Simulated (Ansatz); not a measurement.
Total density of states per atom from LDA in the plane-wave PAW code Ansatz, in 0.25 eV bins, energy from the valence-band maximum:

```
E (eV) | states/eV/atom
    -7.88 |  0.00
    -7.63 |  0.00
    -7.38 |  0.00
    -7.13 |  0.00
    -6.88 |  0.00
    -6.63 |  0.00
    -6.38 |  0.00
    -6.13 |  0.00
    -5.88 |  0.00
    -5.63 |  0.00
    -5.38 |  0.00
    -5.13 |  0.00
    -4.88 |  0.00
    -4.63 |  0.00
    -4.38 | ###### 0.30
    -4.13 | ############## 0.71
    -3.88 | ############## 0.68
    -3.63 | ############## 0.69
    -3.38 | ############### 0.75
    -3.13 | ############# 0.66
    -2.88 | ######################### 1.24
    -2.63 | ###################### 1.10
    -2.38 | ############################## 1.49
    -2.13 | ########### 0.57
    -1.88 | ######### 0.44
    -1.63 | ############# 0.65
    -1.38 | ######## 0.42
    -1.13 | ################## 0.89
    -0.88 | ############################ 1.37
    -0.63 | ###################### 1.11
    -0.38 | ################## 0.88
    -0.13 | ######### 0.46
     0.12 |  0.00
     0.37 |  0.00
     0.62 |  0.00
     0.87 |  0.00
     1.12 |  0.00
     1.37 |  0.00
     1.62 |  0.00
     1.87 | # 0.03
     2.12 | #### 0.20
     2.37 | #### 0.22
     2.62 | ###### 0.29
     2.87 | ####### 0.33
     3.12 | ######### 0.44
     3.37 | ########### 0.55
     3.62 | ################### 0.95
     3.87 | ##################### 1.02
     4.12 | ########### 0.56
     4.37 | ##### 0.24
     4.62 | #### 0.19
     4.87 | #### 0.21
     5.12 | ##### 0.26
     5.37 | ###### 0.32
     5.62 | ##### 0.24
     5.87 | ##### 0.24
     6.12 | ##### 0.25
     6.37 | ###### 0.29
     6.62 | ####### 0.35
```

Question: Which of these materials gives this?
A) TiTe2, R3m (Ti on 3a, Te on 3a, Te on 3a)
B) ZrO2, P4_2/nmc (Zr on 2a, O on 4d)
C) Ti, bcc (W type)
D) BaTiO3, cubic perovskite

Answer: D, BaTiO3, cubic perovskite. Top 1 eV of the valence band: O 2p 93 %. Bottom 1 eV of the conduction band: Ti 3d 88 %, O 2p 10 %. Projections are on Löwdin-orthogonalised atomic valence shells; empty p or d shells of many metals are not among them.

Space group Pm-3m (cubic perovskite). This is a known high-temperature phase of the composition, computed here at zero pressure and temperature. Symmetry was held in the LDA relaxation. At this level the phase is dynamically unstable (imaginary phonons). The run is not spin-polarised. Spin–orbit coupling is left out wherever it is not named.

Potentials: the earlier of the program's two PAW sets. The files were generated under PBE; for other functionals the program regenerates the frozen cores, and for LDA and PBEsol the local potential too.
